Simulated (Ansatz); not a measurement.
ScB2:
```
CELL_PARAMETERS angstrom
     -1.34340     1.34340     4.30230
      1.34340    -1.34340     4.30230
      1.34340     1.34340    -4.30230
ATOMIC_POSITIONS crystal
  Sc 0.00000 0.00000 0.00000
  B  0.28807 0.28807 0.00000
  B  0.71193 0.71193 0.00000
```

Relaxed with r²SCAN. Special points in fractions of this cell's reciprocal vectors: Γ (0.000, 0.000, 0.000); X (0.000, 0.000, 0.500); P (0.250, 0.250, 0.250); N (0.000, 0.500, 0.000); M (0.500, 0.500, -0.500); S (0.274, 0.726, -0.274); S0 (-0.274, 0.274, 0.274); R (-0.049, 0.049, 0.500); G (0.500, 0.500, -0.049).

### Question
List the band energies nearest the Fermi level at these points for r²SCAN (plane waves, PAW; program Ansatz).

### Answer
In eV from the Fermi level; about four levels below and three above (degenerate sets whole), none deeper than 8.9 eV; points with the same levels are listed once.

| k | below | above |
|---|---|---|
| Γ | -4.61 -3.38 -0.41 | 0.17 0.17 5.05 |
| X | -5.25 -3.06 -2.23 -0.03 | 2.14 3.45 4.50 |
| P | -6.04 -6.04 -5.16 -3.65 -1.23 | 0.99 1.18 1.18 |
| N | -8.84 -3.28 -2.20 | 0.11 2.51 4.24 |
| M | -7.49 -0.55 -0.50 | 0.95 0.95 3.35 |
| S | -8.36 -3.49 -2.26 | 0.22 2.47 4.33 |
| R | -5.60 -5.17 -2.32 -2.28 | 0.04 1.79 3.72 |

Space group I4/mmm (MoSi2 or CaC2 type). The cell is a constructed one: a structure type filled with these elements; neither database checked (COD, Materials Project) lists it. COD files the formula under space group No. 191. Its standing as an ambient phase is unchecked. The r²SCAN relaxation kept the symmetry of its start; its stability against distortions is not shown here. No spin polarisation was allowed.

Potentials: the earlier of the program's two PAW sets.
